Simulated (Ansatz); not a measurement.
This cell of ZnS (zinc blende) is off equilibrium:

```xyz
2
Lattice="0.0000 2.6783 2.6783 2.6783 0.0000 2.6783 2.6783 2.6783 0.0000" Properties=species:S:1:pos:R:3 pbc="T T T"
S      4.0175     4.0175     4.0175
Zn    -0.0651    -0.0651     0.0000
```

Method: PBEsol (plane waves to 420 eV, PAW, scalar-relativistic; Ansatz, a first-principles code). k mesh 9×9×9 (Γ-centred), Fermi-Dirac smearing 0.05 eV. E stands for the smeared free energy. Compression counts positive. ZnS was relaxed with its symmetry unable to fall.

**Question.** What forces act on the atoms (eV/Å, Cartesian)?

**Answer.** 
```tsv
atom	Fx	Fy	Fz
S1	-0.406	-0.406	-0.105
Zn2	0.406	0.406	0.105
```

**Question.** What is the stress tensor (GPa)?

**Answer.** 
```
    0.2      0.4      1.7
    0.4      0.2      1.7
    1.7      1.7      0.4
```
The pressure, a third of the trace, is 0.3 GPa.

**Question.** In it atom 2 sits (-0.065, -0.065, 0.000) Å away from its relaxed site. What is its energy relative to the relaxed cell?

**Answer.** 26 meV/cell.

(A displaced cell: forces are minus the slopes of the energy, force constants its curvatures, and phonons follow from these.)
